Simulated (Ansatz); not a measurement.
**Ta$_{2}$N: all-electron results**

```xyz
3
Lattice="3.1129 0.0000 0.0000 -1.5564 2.6958 0.0000 0.0000 0.0000 4.8698" Properties=species:S:1:pos:R:3 pbc="T T T"
Ta    1.5564    0.8986    3.6294
Ta    0.0000    1.7972    1.2404
N     0.0000    0.0000    0.0000
```

Atom numbers follow the list: Ta1, Ta2, N3.

Structure from Materials Project entry mp-10196 (possibly hypothetical), not relaxed further.

Spin polarisation is left out, and whether a magnetic state lies lower isn't shown here.

No spin–orbit coupling, which matters for the heavy atoms here.

Levels of theory: DFT, PBE, all-electron LAPW, scalar-relativistic (Ansatz 0.2.0); DFT, PBE, PAW with Ansatz's default frozen-core files, scalar-relativistic (Ansatz 0.2.0).

For LAPW: a Γ-centred 15×15×9 k mesh, Fermi–Dirac smearing of 0.05 eV, basis error target 1 meV/atom, no spin polarisation. PAW takes a cutoff of 420 eV at this cell. The Ansatz runs share mesh, smearing and spin set-up. Values come from LAPW unless marked.

```yaml
Density_of_states_at_the_Fermi_level_0.2_eV_bin: 1.08 states/eV per cell
Bader_charges_from_the_PAW_run: Ta1 +0.89, N3 -1.79 e
Löwdin_charges_with_0.20_e_of_the_cell_spilling_out_of_the_atomic_basis_so_their_sizes_and_signs_hang_on_that_basis: Ta1 0.43, N3 -0.66 e
Band_gap: "none: with an odd electron count and no spin polarisation the bands can't all be full, a metal in this set-up (spin order or a larger cell could open a gap)"
Stress_xx_yy_zz_compression_positive: -1.67, -1.67, -0.35 GPa
Volume_per_atom: 13.62 Å³
```

Question: Predict this quantity. Largest force.

Answer: 0.045 eV/Å on Ta1.

Question: Give the computed value. Pressure at this cell.

Answer: -1.23 GPa.
